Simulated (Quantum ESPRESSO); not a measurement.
# Where does C sit best among Ge sites?

These are calculations, not measurements. They come from pw.x of Quantum ESPRESSO 7.5, a plane-wave density functional program, with PseudoDojo standard norm-conserving files (v0.5 for PBE, v0.4.1 for LDA and PBEsol). The cells are made up: elements, strain and atom displacements were drawn at random, and nothing was relaxed. There is no spin polarisation, spin-orbit coupling or dispersion term.

The cell has 8 sites of a zincblende or diamond lattice. Sites 1 to 4 hold Ge Si Ge Ge; sites 5 to 8 hold X X X X. Cell vectors in Å: (5.599, 0.000, 0.000); (0.000, 5.599, 0.000); (0.000, 0.000, 5.599). Settings: PBE, cutoff 1116 eV, 6 x 6 x 6 k mesh shifted by half a step, Fermi-Dirac smearing of 0.1 eV.

In each run one of the sites marked X holds C and the others hold Ge; cell and positions stay the same. E is the free energy of the cell.

| site of the guest | first shell | mean distance (Å) | E above the lowest (eV) | P (GPa) | force on the guest (eV/Å) |
| --- | --- | --- | --- | --- | --- |
| 5 | Ge3Si | 2.428 | 0.118 | -2.04 | 0.792 |
| 6 | Ge3Si | 2.421 | 0.000 | -2.21 | 0.909 |
| 7 | Ge3Si | 2.444 | 0.028 | -2.03 | 0.731 |
| 8 | Ge3Si | 2.416 | 0.033 | -2.21 | 0.504 |

A rerun of one of these cells at 1347 eV and k mesh 8 x 8 x 8 moved values by no more than 0.002 eV in the cell's energy, 0.03 GPa in stress and 0.014 eV/Å in force.

## Reading the table

Site 6 is lowest, by 0.028 eV, over three times the rerun's bound. A straight line of energy against the mean distance has a slope of 0.4 ± 3.0 eV/Å, so these few sites cannot settle whether the distance sets the order. The positions are random and not relaxed, so the differences hold for this frozen cell and are not site preferences of a real crystal.